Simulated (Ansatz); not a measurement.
The slice is one period of a {110} plane through atoms; its size isn't given.

Method: PBEsol (plane waves to 420 eV, PAW, scalar-relativistic; Ansatz, a quantum-chemistry and plane-wave program). These are valence fields of a PAW run, semicore shells included where kept as valence: close to a nucleus they are smooth pseudo fields.

```
|9999997755442211111111224455779999|
|9999886655332211000011223355668899|
|7777665544331111000011113344556677|
|6655554433221100000000112233445555|
|4444333322110000000000001122333344|
|4433332211110000000000001111223333|
|5555443322110000000000001122334455|
|7777664433110000000000001133446677|
|9988886644221100000000112244668888|
|9999998866332211000011223366889999|
|9999998877442211111111224477889999|
|9999999977442211111111224477999999|
|9999998877442211111111224477889999|
|9999998866332211000011223366889999|
|9988886644221100000000112244668888|
|7777664433110000000000001133446677|
|5555443322110000000000001122334455|
|4433332211110000000000001111223333|
|4444333322110000000000001122333344|
|6655554433221100000000112233445555|
|7777665544331111000011113344556677|
|9999886655332211000011223355668899|
|9999997755442211111111224455779999|
|9999997766442211111111224466779999|
```
Scale: ten equal steps from -1.17 (start of '0') to 0.57 (end of '9'), in the order '0123456789'. Values: log₁₀ of the valence density in e/Å³. The map has 17 points along u (two characters each, u = 0 at the left) and 24 along v (v = 0 in the bottom row). The scale is logarithmic, as a density can span decades between atoms and voids.

```
|xxxxxx999977441100001144779999xxxx|
|xxxx9999997744110000114477999999xx|
|9999999988663311000011336688999999|
|8888887766552211000011225566778888|
|4444444433221111000011112233444444|
|1111110000000000000000000000001111|
|3333221100000000000000000000112233|
|8888774411000000000000000011447788|
|9999998844110000000000001144889999|
|xxxx9999772200000000000022779999xx|
|xxxxxx998844000000000000448899xxxx|
|xxxxxx999944000000000000449999xxxx|
|xxxxxx998844000000000000448899xxxx|
|xxxx9999772200000000000022779999xx|
|9999998844110000000000001144889999|
|8888774411000000000000000011447788|
|3333221100000000000000000000112233|
|1111110000000000000000000000001111|
|4444444433221111000011112233444444|
|8888887766552211000011225566778888|
|9999999988663311000011336688999999|
|xxxx9999997744110000114477999999xx|
|xxxxxx999977441100001144779999xxxx|
|xxxxxx999977551100001155779999xxxx|
```
Scale: ten equal steps from 0.05 (start of '0') to 0.86 (end of '9'), in the order '0123456789'. Values: electron localisation function (ELF). The map has 17 points along u (two characters each, u = 0 at the left) and 24 along v (v = 0 in the bottom row). Points within 0.5 Å of a nucleus are blanked (x), as the pseudised field means little there.

Question: Which relaxed crystal do these maps come from?
A) MgSe (rock salt)
B) TaN (rock salt)
C) YN (rock salt)

Answer: C, YN (rock salt). Atoms on the slice: N at (0.00, 0.00); Y at (0.00, 0.50)

All were relaxed with their symmetry unable to fall. Spin-orbit coupling is left out. TaN is run without spin polarisation. This is a high-temperature form of TaN. YN is run without spin polarisation.
